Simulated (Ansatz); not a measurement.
SiGeO3, first-principles data

SiGeO$_{3}$:
```cif
data_GeO3Si
_chemical_formula_sum 'Si1 Ge1 O3'
_space_group_name_H-M_alt 'P4mm'
_space_group_IT_number 99
_space_group_name_Hall 'P 4 -2'
_cell_length_a 3.38944
_cell_length_b 3.38944
_cell_length_c 4.28360
_cell_angle_alpha 90.000
_cell_angle_beta 90.000
_cell_angle_gamma 90.000
loop_
_atom_site_label
_atom_site_type_symbol
_atom_site_symmetry_multiplicity
_atom_site_Wyckoff_symbol
_atom_site_fract_x
_atom_site_fract_y
_atom_site_fract_z
_atom_site_occupancy
Si1 Si 1 b 0.50000 0.50000 0.60092 1
Ge1 Ge 1 a 0.00000 0.00000 0.14625 1
O1 O 2 c 0.00000 0.50000 0.48279 1
O2 O 1 b 0.50000 0.50000 0.97744 1
```

Space group P4mm (No. 99); conventional cell a = b = 3.3894 Å, c = 4.2836 Å, α = β = γ = 90.00°.

Method: LDA in the plane-wave PAW code Ansatz. Structure relaxed to zero pressure with the same functional. Other levels are named where they apply.

Cell and energy:

```json
{
 "volume_per_atom": "9.84 Å³",
 "density": "5.02 g/cm³",
 "Formation energy from the elements (no fitted shifts)": "-192 kJ/mol of atoms"
}
```

Electronic structure:

```json
{
  "band_gap": "1.63 eV (indirect)",
  "valence_band_maximum": "at X",
  "conduction_band_minimum": "at Z",
  "smallest_direct_gap_on_the_standard_path": "2.43 eV",
  "electron_effective_mass": "0.32, 0.46, 0.46 mₑ (principal values)",
  "hole_effective_mass": "0.25, 0.49, 1.9 mₑ (principal values)"
}
```

Dielectric response:

```json
{
  "Electronic dielectric constant ε∞ (DFPT)": "5.86 (xx = yy), 4.99 (zz)",
  "Born charges (a third of the trace)": "Si +4.05, Ge +3.75, O -2.72 to -2.54 e",
  "Largest static χ(2) component": "9.7 pm/V"
}
```

Phonons:

```json
{
  "Highest zone-centre frequency (without LO–TO term)": "891 cm^-1",
  "zone_centre_stability": "unstable, softest mode 100i cm⁻¹",
  "dynamical_stability_on_the_path": "unstable, down to 182i cm⁻¹"
}
```

The start of the workflow was typed in or built on a structure type; neither database checked (COD, Materials Project) lists it. Its standing as an ambient phase is unchecked. Symmetry was held in the LDA relaxation. A crystal of weakly bound units computed without a dispersion correction: the cell and the soft elastic constants depend strongly on that. The references are the lowest solids computed at this level, not always the standard phases (solids in place of the gases). Scalar-relativistic: spin–orbit coupling is off unless named, which matters more the heavier the elements.

Potentials: the earlier of the program's two PAW sets. The files were generated under PBE; for other functionals the program regenerates the frozen cores, and for LDA and PBEsol the local potential too.
